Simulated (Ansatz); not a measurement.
An Ansatz (a program for electronic structure) input:

Ansatz 0.2 input:
```yaml
crystal:
  lattice:
    - [0.0, 2.3504602039, 2.3504602039]
    - [2.3504602039, 0.0, 2.3504602039]
    - [2.3504602039, 2.3504602039, 0.0]
  atoms:
    - { symbol: Na, position: [0.0, 0.0, 0.0] }
    - { symbol: F, position: [0.5, 0.5, 0.5] }
kpoints:
  mp_grid: { grid: [9, 9, 9] }
basis: { xc_grid: 2 }
hamiltonian:
  xc: pbe
  pseudopotentials: { kind: paw }
scf:
  occupations: { method: fixed }
output:
  optics: { e_range: [0.0, 15.0], de: 0.05, sigma: 0.1, bands: { spectra_wanted_up_to: 12 eV } }
```

**Question.** How many symmetry operations and irreducible k-points will the run report?

**Answer.** 48 operations, 35 of 729 k-points.

**Question.** With a cutoff of 420 eV, how many plane waves at Γ?

**Answer.** 531.

It took very roughly 14 core-seconds on shared server cores.

Space group Fm-3m (rock salt). Symmetry was held in the PBE relaxation; phonons on a q-mesh show no instability.

Potentials: the later of the program's two PAW sets.

Ansatz is a plane-wave DFT program.
